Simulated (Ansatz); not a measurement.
Al2Au (fluorite or antifluorite type, Fm-3m) at seven volumes, plane-wave PAW LDA (Ansatz code), scaled uniformly. One row is withheld.

```csv
V (Å³/atom),P (GPa)
16.023,14.26
16.551,?
17.079,3.97
17.607,0.00
18.135,-3.34
18.664,-6.15
19.192,-8.50
```

Q: Fit the shown pressures and predict the withheld one.

A: P = (3/2)B₀(x^(7/2) − x^(5/2))[1 + (3/4)(B′ − 4)(x − 1)] with x = (V₀/V)^(2/3). Least squares on the six rows gives V₀ = 17.607 Å³/atom, B₀ = 121 GPa, B′ = 4.73. At V = 16.551, x = 1.0421 and P = 8.67 GPa. The run itself gave 8.68 GPa.

Symmetry was held in the LDA relaxation; of distortions, only those at the zone centre were tested. Scalar-relativistic: spin–orbit coupling is off unless named, which matters more the heavier the elements.

Potentials: the later of the program's two PAW sets.
